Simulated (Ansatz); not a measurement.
Cu3Sn:
```
Cu3Sn
1.0
    0.00000     3.04032     3.04032
    3.04032     0.00000     3.04032
    3.04032     3.04032     0.00000
Cu Sn
3 1
Direct
  0.50000   0.50000   0.50000
  0.75000   0.75000   0.75000
  0.25000   0.25000   0.25000
  0.00000   0.00000   0.00000
```

Relaxed with r²SCAN. Special points in fractions of this cell's reciprocal vectors: Γ (0.000, 0.000, 0.000); X (0.500, 0.000, 0.500); U (0.625, 0.250, 0.625); K (0.375, 0.375, 0.750); L (0.500, 0.500, 0.500); W (0.500, 0.250, 0.750).

Question: List the band energies nearest the Fermi level at these points for r²SCAN with spin–orbit coupling (plane waves, PAW; program Ansatz).

Answer: In eV from the Fermi level; about four levels below and three above (degenerate sets whole), none deeper than 8.9 eV; points with the same levels are listed once.

```tsv
k	below	above
Γ	-2.73 -2.73 -2.73 -2.73	2.05 2.05 2.10 2.10
X	-2.58 -2.58 -2.54 -2.54	0.64 0.64 1.41 1.41
U	-2.46 -2.46 -1.73 -1.73	1.11 1.11 4.17 4.17
L	-2.69 -2.69 -2.51 -2.51	1.23 1.23 1.42 1.42
W	-2.53 -2.53 -2.52 -2.52	4.15 4.15 4.26 4.26
```

Space group Fm-3m. The workflow started from a Materials Project entry (that database holds measured and hypothetical structures alike); the Crystallography Open Database copy checked does not list it. COD files the formula under space group No. 59, 63. With Cu and Sn taken as one species the cell has the higher symmetry Im-3m, so it may be an ordered model of a mixed-site phase. Its standing as an ambient phase is unchecked. Symmetry was held in the r²SCAN relaxation; whether a distortion lowers the energy is not shown. No spin polarisation was allowed.

Potentials: the later of the program's two PAW sets.
